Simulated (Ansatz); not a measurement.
A geometry of Ta away from equilibrium: step 15 of the relaxation of a generated cell, Ta built in the AFLOW prototype A_mC12_5_3c (A19). Level of theory: PBEsol (plane waves to 420 eV, PAW, scalar-relativistic; Ansatz, a program for electronic structure). Γ-centred k-mesh 11×11×3 on the run's cell (coarser than for final values), Fermi–Dirac smearing 0.05 eV.

```xyz
6
Lattice="2.2869 -1.6625 -0.3967 2.2869 1.6625 -0.3967 -1.8101 0.0000 14.1104" Properties=species:S:1:pos:R:3:forces:R:3 pbc="T T T" free_energy=-58844.428 pressure_GPa=2.0
Ta     1.8344    -0.5542     3.1309    0.0000    0.0000    0.0000
Ta     0.9293    -0.5542    10.1861    0.0000    0.0000    0.0000
Ta     2.2950     1.1084     5.3504    0.0000    0.0000    0.0002
Ta     0.4687     1.1084     7.9666    0.0000    0.0000   -0.0002
Ta     3.6606    -0.5542     0.5147    0.0000    0.0000   -0.0001
Ta    -0.8969    -0.5542    12.8023    0.0000    0.0000    0.0001
```

Positions in Å, forces in eV/Å, free energy of the cell in eV (comparable only within this code, potentials and settings). Largest force: all forces are below 0.005 eV/Å; the geometry lies 0.01 eV/atom above the end of its relaxation.

No spin polarisation in the result.

The run could not lose the symmetry of its start.
